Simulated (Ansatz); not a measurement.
The start is a generated trial cell of Cu in the AFLOW prototype A_mP4_4_2a (as in Te). A full variable-cell relaxation at zero pressure is run with r2SCAN (plane waves to 500 eV, PAW, scalar-relativistic; Ansatz, a first-principles code). The first steps use a coarse 14×6×9 k-mesh.

Starting cell:
```yaml
crystal:
  lattice:
    - [2.33244, 0.00000, 0.00000]
    - [0.00000, 5.64549, 0.00000]
    - [-0.16911, 0.00000, 3.57281]
  atoms:
    - { symbol: Cu, position: [0.25000, 0.73000, 0.48000] }
    - { symbol: Cu, position: [0.75000, 0.23000, 0.52000] }
    - { symbol: Cu, position: [0.48000, 0.50000, 0.02000] }
    - { symbol: Cu, position: [0.52000, 0.00000, 0.98000] }
```

**Question.** What pressure does the first self-consistent step give?

**Answer.** +10.2 GPa (positive: the cell is compressed).

**Question.** What is the largest force in the starting geometry, and on which atom (counted from 1)?

**Answer.** 1.71 eV/Å, on Cu1, Cu2 (atoms numbered as listed).

**Question.** Does the structure survive the relaxation? Give the final space group.

**Answer.** The space group goes from P2₁ (No. 4) to Fm-3m (No. 225); the end is fcc (Cu type), with 1 atom in the primitive cell.

**Question.** How much energy is released per atom?

**Answer.** 0.36 eV/atom.

**Question.** Is the relaxed structure metallic? Give its gap.

**Answer.** No gap (metallic).

**Question.** What does it relax into? Give the structure.

**Answer.** 
Space group Fm-3m (No. 225); a = b = c = 3.577 Å, α = β = γ = 90.00°

| atom | site | symmetry | x | y | z |
|---|---|---|---|---|---|
| Cu | 4a | m-3m | 0.0000 | 0.0000 | 0.0000 |
(The calculation used a cell of 1 atom; values per cell refer to that cell.)

Final values are on a 22×22×22 k-mesh of the relaxed cell. No spin polarisation in the result.

The run could not lose the symmetry of its start.
